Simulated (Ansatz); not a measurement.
Below is a relaxed structure of Ge4F. The cell was found from a structure generator's guess, not taken from experiment.

Level of theory: Ansatz 0.2.0, DFT PBE, scalar-relativistic, plane waves, PAW. Cutoff 420 eV, Γ-centred mesh, Gaussian smearing, no spin polarisation.

```yaml
crystal:
  lattice:
    - [4.40530, 0.00000, 0.00000]
    - [-2.20265, 3.81510, 0.00000]
    - [0.00000, 0.00000, 5.76471]
  atoms:
    - { symbol: Ge, position: [0.33333, 0.66667, 0.76875] }
    - { symbol: Ge, position: [0.33333, 0.66667, 0.23125] }
    - { symbol: Ge, position: [0.66667, 0.33333, 0.23125] }
    - { symbol: Ge, position: [0.66667, 0.33333, 0.76875] }
    - { symbol: F, position: [0.00000, 0.00000, 0.00000] }
```

Energies over the elements count from the elements' standard structures at the same level (F₂ as a molecule), with no fitted energy shifts.

(1) What space group does it have?

(2) How far does it lie from the elements in energy?

(3) Is it a metal?

Results:

(1) P6/mmm (No. 191). Conventional cell: a = 4.405 Å, c = 5.765 Å. Around Ge lie 4 Ge at 2.54–2.67 Å, 3 F at 2.87 Å and 1 Ge at 3.10 Å; F is surrounded by 12 Ge at 2.87 Å (long contacts).

(2) −0.19 eV/atom. A negative formation energy is needed for stability but isn't enough: competing phases decide.

(3) Yes, bands cross the Fermi level on the 12×12×8 mesh.

The last run used a 12×12×8 mesh (in the run's order of axes) for its 5-atom cell and Gaussian smearing of 0.10 eV. No dispersion correction is applied, so the spacing and binding between layers, chains or molecules are poorly described. A structure relaxed within its symmetry needn't be a true minimum.
